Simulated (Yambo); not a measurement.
```
CELL_PARAMETERS angstrom
     -2.15558     3.20929     3.75492
      2.15558    -3.20929     3.75492
      2.15558     3.20929    -3.75492
ATOMIC_POSITIONS crystal
  O  0.61558 0.00000 0.61558
  O  0.38442 0.00000 0.38442
  Cs 0.25714 0.25714 0.00000
  Cs 0.74286 0.74286 0.00000
```

Workflow: PBEsol (Quantum ESPRESSO, PseudoDojo norm-conserving, 84 Ry, no spin-orbit coupling), then G0W0 in Yambo (4×4×4 Γ-centred k mesh, 110 bands and a 6 Ry block in the screening, 110 bands in G with the Bruneval-Gonze terminator, plasmon pole fitted at 27.2 eV).

### Question
Give the PBEsol and G0W0 gaps between the band edges found on this mesh, and say where the edges lie.

### Answer
Edges: Γ → Γ. PBEsol: 1.79 eV; G0W0: 3.16 eV. The mesh misses an edge: along a dense path the PBEsol gap is 1.67 eV. Convergence of the G0W0 settings was not tested. 

Geometry strained from the cell relaxed with PBEsol, atoms relaxed again.

The structure is a Materials Project entry; no match was found in the copy of COD used, and its stability was not checked.
